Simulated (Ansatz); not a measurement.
Put YCdC4N4 in P-43m (No. 215): Y on 1a; Cd on 1b; C on 4e; N on 4e. Recipe of this trial structure of YCdC4N4: two interpenetrating cyanide-bridged diamond nets.

Method: DFT PBE, scalar-relativistic, plane waves, PAW in Ansatz. Cutoff 420 eV, Γ-centred mesh, Gaussian smearing, no spin polarisation.

The zero of energy is the elements' standard structures at the same level (N₂ as a molecule); no fitted shifts are applied.

**Question.** Predict the relaxed structure.

**Answer.**

Space group P-43m (No. 215). a = 6.664 Å, b = 6.664 Å, c = 6.664 Å, α = 90.00°, β = 90.00°, γ = 90.00°
```csv
atom,site,symmetry,x,y,z
Y,1a,-43m,0.0000,0.0000,0.0000
Cd,1b,-43m,0.5000,0.5000,0.5000
C,4e,.3m,0.2091,0.2091,0.2091
N,4e,.3m,0.3107,0.3107,0.3107
```

Y has 4 C at 2.41 Å; Cd has 4 N at 2.18 Å; around C lie 1 N at 1.17 Å and 1 Y at 2.41 Å; N has 1 C at 1.17 Å and 1 Cd at 2.18 Å. Another local minimum with the same sites may exist.

**Question.** Where does its energy lie, and is it a metal?

**Answer.** The energy over the elements is +0.27 eV/atom and the gap on the 6×6×6 mesh of the 10-atom cell is 0 eV (a metal). It can't be a ground state, since the elements alone are lower.

The last run used Gaussian smearing of 0.10 eV. The cell is a metal run without spin; a magnetic state may lie lower. The reference form of C is held partly by dispersion forces, which this level lacks. A structure relaxed within its symmetry needn't be a true minimum.
